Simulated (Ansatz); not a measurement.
Si (diamond)

```xyz
2
Lattice="0.0000 2.7349 2.7349 2.7349 0.0000 2.7349 2.7349 2.7349 0.0000" Properties=species:S:1:pos:R:3 pbc="T T T"
Si     2.7349     2.7349     2.7349
Si     4.1024     4.1024     4.1024
```

Two coordinates are scanned: the volume, and the ratio of the stretch along z (the conventional c axis) to the stretch across it. Atoms keep their fractional coordinates.

Calculation: PBE (plane waves to 420 eV, PAW, scalar-relativistic; Ansatz, a first-principles code). k mesh 10×10×10 (Γ-centred), Fermi-Dirac smearing 0.05 eV. Compression counts positive. As the smearing reaches across the gap at some points, the response to shear is sensitive to the k mesh, so small differences along c/a are uncertain. Si was relaxed with its symmetry unable to fall. The PAW data are Ansatz's earlier set.

At one point of the scan the stress tensor (GPa) is:

```
    0.7      0.0      0.0
    0.0      0.7      0.0
    0.0      0.0    -11.8
```

Question: Which point is it?
A. V/V₀ = 0.987, (c/a)/(c/a)₀ = 1.080
B. V/V₀ = 1.040, (c/a)/(c/a)₀ = 1.120
C. V/V₀ = 1.040, (c/a)/(c/a)₀ = 0.960
D. V/V₀ = 1.000, (c/a)/(c/a)₀ = 1.080

Answer: B, V/V₀ = 1.040, (c/a)/(c/a)₀ = 1.120

(Under strain, the slope of the energy per volume gives the stress and its curvature an elastic modulus.)
